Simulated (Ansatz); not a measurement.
SnTeO₃:
```
SnTeO3
1.0
    3.24502     1.87351     4.54898
   -3.24502     1.87351     4.54898
    0.00000    -3.74703     4.54898
Sn Te O
2 2 6
Direct
  0.53073   0.53073   0.53073
  0.03073   0.03073   0.03073
  0.81092   0.81092   0.81092
  0.31092   0.31092   0.31092
  0.39879   0.15804   0.62862
  0.62862   0.39879   0.15804
  0.15804   0.62862   0.39879
  0.12862   0.65804   0.89879
  0.65804   0.89879   0.12862
  0.89879   0.12862   0.65804
```

Relaxed with r²SCAN.

Task: Give the Bader charges and basin volumes of the independent atoms, DFT-r²SCAN in the program Ansatz with PAW potentials.

Result: 

```json
[
 {"atom": "Sn1", "Bader charge (e)": "+1.45", "Bader volume (Å³)": "21.5"},
 {"atom": "Te3", "Bader charge (e)": "+2.32", "Bader volume (Å³)": "17.8"},
 {"atom": "O5", "Bader charge (e)": "-1.26", "Bader volume (Å³)": "14.6"}
]
```

Space group R3c. The start of the workflow was typed in or built on a structure type; neither database checked (COD, Materials Project) lists it. Whether it is the stable phase at ambient conditions was not checked. The cell was relaxed with r²SCAN under the symmetry of its start; its stability against distortions is not shown here. The volume moved by 26 % from the start of the relaxation. Spin–orbit coupling is left out wherever it is not named.

Potentials: the later of the program's two PAW sets.
